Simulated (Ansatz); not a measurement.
MgI₂:
```yaml
crystal:
  lattice:
    - [4.16499, 0.00000, 0.00000]
    - [-2.08250, 3.60699, 0.00000]
    - [0.00000, 0.00000, 6.97065]
  atoms:
    - { symbol: Mg, position: [0.00000, 0.00000, 0.00000] }
    - { symbol: I, position: [0.33333, 0.66667, 0.23906] }
    - { symbol: I, position: [0.66667, 0.33333, 0.76094] }
```

Relaxed with r²SCAN+D4.

Q: Give the Bader charges and basin volumes of the independent atoms, plane-wave PAW r²SCAN+D4 (Ansatz code).

A: 

| atom | Bader charge (e) | Bader volume (Å³) |
|---|---|---|
| Mg1 | +1.68 | 6.5 |
| I2 | -0.84 | 48.8 |

Space group P-3m1 (CdI2 type). Symmetry was held in the r²SCAN+D4 relaxation. Spin–orbit coupling is left out wherever it is not named.

Potentials: the later of the program's two PAW sets.
